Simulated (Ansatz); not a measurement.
Be2ZnTe2O: start and end of a relaxation

A trial structure of Be2ZnTe2O was built thus: random cell by space group and Wyckoff sites (I4/mmm, No. 139). The dimensions are guesses.

start.xyz

```xyz
6
Lattice="-2.8501 2.8501 3.9937 2.8501 -2.8501 3.9937 2.8501 2.8501 -3.9937" Properties=species:S:1:pos:R:3 pbc="T T T"
Be    0.0000    2.8501    1.9969
Be    2.8501    0.0000    1.9969
Zn    0.0000    0.0000    3.9937
Te    0.0000    0.0000    1.4875
Te    0.0000    0.0000    6.5000
O     0.0000    0.0000    0.0000
```

Level of theory: DFT PBE, scalar-relativistic, plane waves, PAW in Ansatz. Cutoff 420 eV, Gaussian smearing, Γ-centred meshes. Cell and atoms relax first on a coarse mesh and then on a finer one. In between, the cell is made exact in the group found at 0.06 Å. In metals the finer mesh still leaves noise of several meV/atom or more. The steps can't lower the symmetry of their start. No spin polarisation.

end.xyz

```xyz
6
Lattice="-2.4780 2.4780 5.2261 2.4780 -2.4780 5.2261 2.4780 2.4780 -5.2261" Properties=species:S:1:pos:R:3 pbc="T T T"
Be    0.0000    2.4780    2.6131
Be    2.4780    0.0000    2.6131
Zn    0.0000    0.0000    5.2261
Te    0.0000    0.0000    2.0613
Te    0.0000    0.0000    8.3910
O     0.0000    0.0000    0.0000
```

The symmetry stays I4/mmm (No. 139). The volume per atom shrinks by 1.1 %, from 21.6 to 21.4 Å³. The shortest distance goes from 1.49 Å (Te–O) to 2.06 Å (Te–O). The ratio c/a of the conventional cell changes by a factor of 1.51. The energy falls by about 2.4 eV/atom (the start's value is from the coarse mesh).

```
Volume per atom                             : 21.39 Å³
Density                                     : 4.59 g/cm³
Energy over the elements                    : +0.34 eV/atom
Gap on the 10×10×10 mesh of the 6-atom cell : 0 eV (a metal)
```

Formation energies are uncorrected and refer to the elements' standard structures at the same level (O₂ as a molecule). It can't be a ground state, since the elements alone are lower.

The last run used Gaussian smearing of 0.10 eV. Spin–orbit coupling, which can matter for Te, is left out. The reference form of Te is held partly by dispersion forces, which this level lacks. A structure relaxed within its symmetry needn't be a true minimum. In all, the 4 runs took 4.8 min on 1 thread of Intel(R) Xeon(R) Platinum 8259CL CPU @ 2.50GHz (Skylake/Cascade Lake), on a shared host. Another cell of Be2ZnTe2O relaxed alike, in I4/mmm, lies 0.78 eV/atom lower, so this cell isn't the stable form at this level.
